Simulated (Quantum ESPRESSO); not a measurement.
## Calculated data, Si₃NO₄F (made-up cell)

Calculation on a made-up crystal cell, not a measurement, run twice, once with a planted mistake found by running each candidate: periodic Kohn-Sham density functional theory in plane waves with PseudoDojo standard norm-conserving scalar-relativistic pseudopotentials, each functional with its own files (v0.5 for PBE, v0.4.1 for LDA and PBEsol), no spin polarisation, no spin-orbit coupling, atoms not relaxed, stress positive in tension, energies less a fixed whole-eV offset for each atom's element; levels are Kohn-Sham levels at fractions of this cell's reciprocal vectors, counted from the reference band (half the neutral cell's valence electrons, rounded up) at Gamma; error bars cover cutoff and k-mesh only, not smearing or the files; each bar is the largest change over components, and at least 0.002 eV, 0.002 eV per angstrom or 0.02 GPa; a charged cell sits in a uniform background, with energy and stress on this program's zero of potential; no dispersion term; energies are for the whole cell, and the offsets were chosen from early runs and are not element reference energies; a distance is the largest change of any value in units of its error bar (the energy's for the smearing term), a scale change is of lengths, and a coarse mesh keeps the half-step shift. Program: Quantum ESPRESSO 7.5.

Entry: Si₃NO₄F (made-up cell)

Intended structure:
```
CELL_PARAMETERS angstrom
5.13790 0.00000 0.00000
-2.56890 4.44950 0.00000
0.00000 0.00000 5.63940
ATOMIC_POSITIONS crystal
Si 0.45706 0.98982 0.67763
Si 0.98020 0.45679 0.33465
Si 0.52755 0.52680 0.98778
O 0.40541 0.25473 0.78528
F 0.74028 0.15379 0.44423
O 0.84692 0.57467 0.11879
O 0.26098 0.39989 0.21506
O 0.14518 0.73873 0.54688
N 0.58683 0.85794 0.88369
```

- lattice type: quartz
- intended functional: pbe
- intended cutoff: 1143 eV
- intended fermi dirac smearing: 0.025 eV
- intended scf tolerance: 1e-07 eV
- intended electrons removed: 0
- healthy free energy less offsets: 6.603 eV
- healthy scf iterations: 12
- healthy smearing term minus ts: 0 eV
- healthy pressure: -8.15 GPa
- healthy stress xx: 11.17 GPa
- healthy stress yy: 3.09 GPa
- healthy stress zz: 10.2 GPa
- healthy stress yz: 5.8 GPa
- healthy stress xz: -0.53 GPa
- healthy stress xy: -2.21 GPa
- healthy reference band: 24
- faulty free energy less offsets: 6.414 eV
- faulty scf iterations: 13
- faulty smearing term minus ts: 0 eV
- faulty pressure: -1.36 GPa
- faulty stress xx: 4.96 GPa
- faulty stress yy: -4.78 GPa
- faulty stress zz: 3.9 GPa
- faulty stress yz: 6.27 GPa
- faulty stress xz: -1.67 GPa
- faulty stress xy: -1.66 GPa
- faulty reference band: 24
- candidate k points along each vector: 2
- candidate cutoff: 723 eV
- candidate smearing: 0.65 eV
- candidate functional: pbesol
- candidate scf tolerance: 0.03 eV
- candidate electrons removed: -1
- candidate scale change: -1.62 percent
- candidate first exchanged site: 4
- candidate second exchanged site: 9
- intended k mesh: 5 x 5 x 4, shifted by half a step
- structure shown: as intended, without the mistake
- fault kind: cell scaled
- other mistakes compared: 7
- distance from healthy: 444.5 error bars
- distance from nearest other mistake: 373 error bars
- healthy error bar energy: 0.002 eV
- healthy error bar stress: 0.02 GPa
- healthy error bar force: 0.002 eV/Å
- healthy error bar next band up: 0.002 eV

Atoms:
```tsv
atoms element	atom site	atom energy offset (eV)
Si	1	-115
Si	2	-115
Si	3	-115
O	4	-452
F	5	-677
O	6	-452
O	7	-452
O	8	-452
N	9	-283
```

Healthy forces:
```tsv
site	x (eV/Å)	y (eV/Å)	z (eV/Å)
1	-0.774	-2.485	3.996
2	4.392	6.638	-3.962
3	-1.17	1.07	0.684
4	0.44	0.319	-0.809
5	-0.99	-2.522	1.112
6	-0.316	-1.266	1.242
7	-1.612	0.298	0.613
8	-0.315	-1.684	-2.222
9	0.345	-0.368	-0.653
```

Healthy levels:
```tsv
level k point	next band up (eV)
Gamma	2.429
(1/2,1/2,1/2)	3.632
(0.15,0,0)	2.753
(0,0.15,0)	2.735
(0,0,0.15)	2.638
```

Faulty forces:
```tsv
site	x (eV/Å)	y (eV/Å)	z (eV/Å)
1	-0.627	-2.357	3.711
2	4.781	7.144	-4.09
3	-1.184	1.047	0.875
4	-0.018	0.472	-1.027
5	-1.206	-3.411	1.374
6	-0.209	-1.03	1.017
7	-1.495	0.047	0.82
8	-0.707	-1.9	-2.304
9	0.666	-0.012	-0.376
```

Faulty levels:
```tsv
level k point	next band up (eV)
Gamma	2.823
(1/2,1/2,1/2)	4.119
(0.15,0,0)	3.154
(0,0.15,0)	3.136
(0,0,0.15)	3.034
```

Candidate mistake: coarse kmesh, low cutoff, wide smearing, wrong functional, loose scf, wrong charge, cell scaled, atoms exchanged
